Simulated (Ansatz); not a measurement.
HfO$_{2}$:
```xyz
6
Lattice="4.8385 0.0000 0.0000 0.0000 4.8385 0.0000 0.0000 0.0000 3.2205" Properties=species:S:1:pos:R:3 pbc="T T T"
Hf     0.0000     0.0000     0.0000
Hf     2.4193     2.4193     1.6103
O      0.9431     3.8954     1.6103
O      3.8954     0.9431     1.6103
O      3.3624     3.3624     0.0000
O      1.4761     1.4761     0.0000
```

The program Ansatz at the r²SCAN level (PAW) gives a gap of 4.53 eV without spin–orbit coupling, maximum at Γ, minimum at Γ.

Task: What happens when spin–orbit coupling is switched on?

Result: The gap decreases by 0.01 eV, to 4.52 eV; maximum at Γ, minimum at Γ.

Task: Give the electron effective mass with spin–orbit coupling.

Result: 0.67, 0.84, 0.84 mₑ (principal values).

Task: Give the hole effective mass with spin–orbit coupling.

Result: 2.0, 2.0, 2.3 mₑ (principal values).

Space group P4_2/mnm (rutile). The workflow started from a Materials Project entry (that database holds measured and hypothetical structures alike); the Crystallography Open Database copy checked does not list it. It is not the phase usual at ambient conditions (space group No. 14, 29). Symmetry was held in the r²SCAN relaxation; of distortions, only those at the zone centre were tested. No spin polarisation was allowed.

Potentials: the earlier of the program's two PAW sets.
